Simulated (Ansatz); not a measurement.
**Computed properties of Bi2Pt**

Bi$_{2}$Pt:
```xyz
9
Lattice="6.5785 0.0000 0.0000 -3.2893 5.6971 0.0000 0.0000 0.0000 6.1319" Properties=species:S:1:pos:R:3 pbc="T T T"
Bi     0.0000     0.0000     2.1448
Bi     3.2893     1.8990     1.3270
Bi     0.0000     3.7981     1.3270
Bi     3.9946     0.0000     4.4503
Bi    -1.9973     3.4594     4.4503
Bi     1.2919     2.2377     4.4503
Pt     1.7043     0.0000     6.1286
Pt    -0.8522     1.4760     6.1286
Pt     2.4371     4.2212     6.1286
```

Space group P31m (No. 157); conventional cell a = b = 6.579 Å, c = 6.132 Å, α = β = 90.00°, γ = 120.00°.

Method: PBEsol (plane waves, PAW; program Ansatz). Geometry: relaxed at this level of theory. Other levels are named where they apply.

### Cell and energy

Volume per atom: 25.53 Å³
Density: 13.29 g/cm³
Formation energy from the elements (no fitted shifts): -0.24 eV/atom

### Electronic structure

- Electronic character: metallic (no gap)
- Density of states at the Fermi level: 0.26 states/eV per atom (mean over ±0.08 eV)
- Gap with spin–orbit coupling: none (metallic)

### Mechanics

- Bulk modulus (Birch–Murnaghan fit) = 53.9 GPa
- Pressure derivative B′ = 9.8

### Phonons

- Highest zone-centre frequency = 4.78 THz
- Zone-centre stability = no imaginary mode at Γ

The workflow started from a Materials Project entry (that database holds measured and hypothetical structures alike); the Crystallography Open Database copy checked does not list it. COD files the formula under space group No. 205, so this cell is another polymorph or a model. Its standing as an ambient phase is unchecked. The PBEsol relaxation kept the symmetry of its start. The run is not spin-polarised. As this level gives no gap, phonon frequencies hold no LO–TO term and depend on the k-mesh and smearing (Fermi–Dirac, 0.1 eV here). Axis ratios of metals converge slowly with the k-mesh, so a and c are less sure than the volume. The references are the lowest solids computed at this level, not always the standard phases. Spin–orbit coupling is left out wherever it is not named.

Potentials: the later of the program's two PAW sets.
